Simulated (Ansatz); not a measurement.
HfO$_{2}$ (tetragonal-ZrO2 type, space group P4_2/nmc)

```
CELL_PARAMETERS angstrom
      3.56707     0.00000     0.00000
      0.00000     3.56707     0.00000
      0.00000     0.00000     5.16596
ATOMIC_POSITIONS crystal
  Hf 0.00000 0.00000 0.00000
  Hf 0.50000 0.50000 0.50000
  O  0.00000 0.50000 0.20010
  O  0.00000 0.50000 0.70010
  O  0.50000 0.00000 0.29990
  O  0.50000 0.00000 0.79990
```

Scan: atom 5 (O, nearest neighbour Hf at 2.061 Å; its periodic images, 3.6 Å or more away, move with it) is displaced towards the nearest neighbour, direction (0.000, -0.865, 0.501) in Cartesian axes, by s. The other atoms stay.

These are PBEsol (plane waves to 420 eV, PAW, scalar-relativistic; Ansatz, a program for electronic structure) values and carry that method's errors. k mesh 8×8×5 (Γ-centred), Fermi-Dirac smearing 0.05 eV. Energies are smeared free energies. Left out: 2 of 11 points, with atoms too close for the PAW data. HfO2 is run without spin polarisation. HfO2 was relaxed with its symmetry unable to fall. Spin-orbit coupling is left out, though Hf is heavy. This is a high-temperature form of HfO2. The zero of ΔE is the undisplaced structure.

```json
[
 {"s (Å)": "-0.410", "ΔE (meV/cell)": "1056"},
 {"s (Å)": "-0.328", "ΔE (meV/cell)": "715"},
 {"s (Å)": "-0.246", "ΔE (meV/cell)": "427"},
 {"s (Å)": "-0.164", "ΔE (meV/cell)": "withheld"},
 {"s (Å)": "-0.082", "ΔE (meV/cell)": "54"},
 {"s (Å)": "0.000", "ΔE (meV/cell)": "0"},
 {"s (Å)": "0.082", "ΔE (meV/cell)": "63"},
 {"s (Å)": "0.164", "ΔE (meV/cell)": "274"},
 {"s (Å)": "0.246", "ΔE (meV/cell)": "678"}
]
```

**Question.** Fit a polynomial form (powers 2, 3, 4) to the given rows and predict ΔE at s = -0.164.

**Answer.** Least squares on the 8 given rows: ΔE = (8784)·s² + (8384)·s³ + (5585)·s⁴, in meV/cell with s in Å; root-mean-square residual 1.4 meV/cell. At -0.164 the fit gives 203 meV/cell; the calculation gives 202 meV/cell, so the interpolation is off by 1 (+0.5 %). The quadratic term alone would give 236 meV/cell.

(For displaced atoms, the force is minus the slope of the energy, and its curvature is a force constant, which sets phonon frequencies.)
